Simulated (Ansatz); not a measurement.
Values for one crystal, relaxed and computed with the program Ansatz at the LDA level (PAW); other levels are named.

```yaml
volume_per_atom: 12.57 Å³
electronic_character: metallic (no gap)
Poisson's ratio: 0.38
Young's modulus: 152 GPa
Formation energy from the elements (no fitted shifts): -0.10 eV/atom
mechanical_stability: stable (all eigenvalues of C positive)
zone_centre_stability: no imaginary mode at Γ
```

Which compound is it?
(A) InRh, CsCl type
(B) BeNi, CsCl type
(C) ScAg, CsCl type
(D) CuPd, CsCl type

D, CuPd, CsCl type

Space group Pm-3m (CsCl type). The workflow started from a Materials Project entry (that database holds measured and hypothetical structures alike); the Crystallography Open Database files this formula in space group No. 221, but the cells were not matched. Its standing as an ambient phase is unchecked. The cell was relaxed with LDA under the symmetry of its start. The run is not spin-polarised. The references are the lowest solids computed at this level, not always the standard phases. Scalar-relativistic: spin–orbit coupling is off unless named, which matters more the heavier the elements.

Potentials: the later of the program's two PAW sets.
